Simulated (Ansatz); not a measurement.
# ZnO: Zn-67 NMR of the central transition

Cell: a computed structure from the Materials Project (it need not be an observed phase) whose atoms were relaxed with PBE, the cell held.

```
Zn O
1.0
     3.23735    0.00000    0.00000
    -1.61868    2.80363    0.00000
     0.00000    0.00000    5.22206
Zn O
2 2
Direct
  0.66667 0.33333 0.50059
  0.33333 0.66667 0.00059
  0.66667 0.33333 0.87972
  0.33333 0.66667 0.37972
```

Atoms are numbered from 1 in the order listed; like atoms form one site, named after its first atom.

The numbers come from a DFT calculation in Ansatz (r2SCAN, plane waves and PAW, scalar-relativistic, 500 eV cutoff, Γ-centred 12×12×7 k-points, Fermi–Dirac smearing 0.01 eV).

Zn-67 has I = 5/2 and Q = 122.0 mb (Pyykkö 2018); at 16.4 T its Larmor frequency is ν₀ = 43.8 MHz. Only the quadrupole interaction is simulated: positions count from each site's isotropic chemical shift, and J coupling is left out, as are shift anisotropy and dipolar coupling, which fast spinning averages.

Simulated pattern of one Zn site (fast magic-angle spinning, Gaussian broadening 0.02 kHz):

```csv
offset (kHz),height
-0.5503,0
-0.5373,1
-0.5244,3
-0.5115,5
-0.4986,5
-0.4856,5
-0.4727,5
-0.4598,5
-0.4469,5
-0.4339,5
-0.4210,5
-0.4081,6
-0.3952,6
-0.3822,6
-0.3693,6
-0.3564,7
-0.3435,19
-0.3305,64
-0.3176,74
-0.3047,54
-0.2918,45
-0.2788,40
-0.2659,38
-0.2530,36
-0.2401,35
-0.2271,35
-0.2142,35
-0.2013,35
-0.1884,35
-0.1754,37
-0.1625,38
-0.1496,40
-0.1367,43
-0.1237,47
-0.1108,55
-0.0979,71
-0.0850,100
-0.0720,68
-0.0591,11
-0.0462,0
```

(1) Which |C_Q| and η does the pattern imply?

Answers

(1) The pattern spans 0.452 kHz before broadening and its centre of gravity is at -0.211 kHz, which fixes P_Q; the places of the horns and steps fix η. That gives P_Q = 1.24 MHz, |C_Q| = 1.24 MHz and η = 0.00. The sign of C_Q can't be read from the pattern.

An axis of threefold or higher order runs through Zn, so V_zz lies along it and η is zero.

With these PAW files V_zz is typically within 2 to 3 % of all-electron values, but misses above 10 % occur on Zn.
